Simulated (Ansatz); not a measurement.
Space group Fm-3m (No. 225). a = 5.315 Å, b = 5.315 Å, c = 5.315 Å, α = 90.00°, β = 90.00°, γ = 90.00°
```tsv
atom	site	symmetry	x	y	z
Co	4a	m-3m	0.0000	0.0000	0.0000
Si	8c	-43m	0.2500	0.7500	0.7500
```

Equation of state of this CoSi₂ structure (not necessarily the ground state), with shape and atoms relaxed at each volume where symmetry leaves them free. It has no gap at any of these volumes. Theory: Ansatz 0.2.0, DFT r2SCAN, scalar-relativistic, plane waves, PAW.

Settings: cutoff 500 eV, Γ-centred mesh 14×14×14 on the computed 3-atom cell, Gaussian smearing of 0.10 eV; no spin polarisation.

| V (Å³/atom) | E − E(largest V) (meV/atom) | P (GPa) |
| --- | --- | --- |
| 11.762 | 6.02 | 13.97 |
| 12.137 | -17.61 | 6.41 |
| 12.513 | -24.89 | 0.00 |
| 12.888 | -18.32 | -5.44 |
| 13.263 | 0.00 | -10.05 |

Fit a third-order Birch–Murnaghan equation to E(V).

V0 = 12.51 Å³/atom, B0 = 197 GPa, B0' = 4.5.

Cost: 5 runs of about 1.2 core-minutes in all, on Arm Neoverse V2 (shared hosts).